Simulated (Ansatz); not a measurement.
YNiGe₂ in space group Cmcm (No. 63; Y on 4c, Ni on 4c, Ge on 4c, Ge on 4c), r²SCAN (plane waves, PAW; program Ansatz), all energies at zero smearing, with the estimated change up to a 700 eV cutoff added, with one set of potentials and settings (totals compare only within such a set). Cell of 8 atoms (2 Y, 2 Ni, 4 Ge): -36627.664 eV.

```json
[
 {"element": "Y", "reference phase": "P6_3/mmc, 2 atoms in the cell", "E (eV/atom)": "-3859.7073"},
 {"element": "Ni", "reference phase": "Fm-3m, 1 atoms in the cell, spin-polarised", "E (eV/atom)": "-5845.2912"},
 {"element": "Ge", "reference phase": "Fd-3m, 2 atoms in the cell", "E (eV/atom)": "-4302.9041"}
]
```

Formation energy per atom, worked out: (-36627.664 − 2×(-3859.7073) − 2×(-5845.2912) − 4×(-4302.9041))/8 = -0.756 eV/atom (-73 kJ per mol of atoms), at 0 K, without zero-point energy or fitted corrections.

The workflow started from a Materials Project entry (that database holds measured and hypothetical structures alike); the Crystallography Open Database copy checked does not list it. Whether it is the stable phase at ambient conditions was not checked. The cell was relaxed with r²SCAN under the symmetry of its start; whether a distortion lowers the energy is not shown. The run is not spin-polarised. The references are the lowest solids computed at this level, not always the standard phases.

Potentials: the later of the program's two PAW sets.
